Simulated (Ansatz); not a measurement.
A generator proposed this cell of BaAs₇.

```cif
data_structure
_symmetry_space_group_name_H-M 'Fm-3m'
_symmetry_Int_Tables_number 225
_cell_length_a 9.1606
_cell_length_b 9.1606
_cell_length_c 9.1606
_cell_angle_alpha 90.000
_cell_angle_beta 90.000
_cell_angle_gamma 90.000
_cell_volume 768.72
loop_
_atom_site_label
_atom_site_type_symbol
_atom_site_symmetry_multiplicity
_atom_site_Wyckoff_symbol
_atom_site_fract_x
_atom_site_fract_y
_atom_site_fract_z
_atom_site_occupancy
Ba1 Ba 4 a 0.00000 0.00000 0.00000 1
As1 As 4 b 0.50000 0.00000 0.00000 1
As2 As 24 d 0.00000 0.75000 0.75000 1
```

Method: DFT PBE, scalar-relativistic, plane waves, PAW in Ansatz. Cutoff 420 eV; k points 4×4×4 on the computed 8-atom cell (Γ-centred); Gaussian smearing, width 0.10 eV; no spin polarisation.

Energies over the elements count from the elements' standard structures at the same level, with no fitted energy shifts.

**Question.** How far from equilibrium is it?

**Answer.** The pressure is -4.1 GPa (it wants to contract), the largest force is 0.00 eV/Å (symmetry fixes the atoms), and the energy is +0.29 eV/atom against the elements. The shortest distance is 3.24 Å.

**Question.** Is it a good guess?

**Answer.** A fair one: relaxing gains under 0.1 eV/atom (the start's value is from the coarse mesh, so the gain is rough) in 8 ionic steps and ends at +0.24 eV/atom on the finer mesh. The symmetry stays Fm-3m (No. 225). The volume per atom shrinks by 8.3 %, from 24.0 to 22.0 Å³. The shortest distance goes from 3.24 Å (Ba–As and As–As) to 3.15 Å (Ba–As and As–As). Conventional cell: a = 8.901 Å. Around Ba lie 12 As at 3.15 Å; As on a site of symmetry m-3m is surrounded by 12 As at 3.15 Å; As on a site of symmetry mmm has 10 As at 3.15 Å and 2 Ba at 3.15 Å.

The last run used an 8×8×8 mesh for its 8-atom cell and Gaussian smearing of 0.10 eV. An odd number of electrons in the primitive cell allows no gap without spin; a larger cell or a magnetic state could open one. The cell is a metal run without spin; a magnetic state may lie lower. The reference form of As is held partly by dispersion forces, which this level lacks. The relaxation can't lower the symmetry of the start, and the grade says only how near the guess is to its own end. Symmetry constrained the relaxation, so the result can be a saddle point.
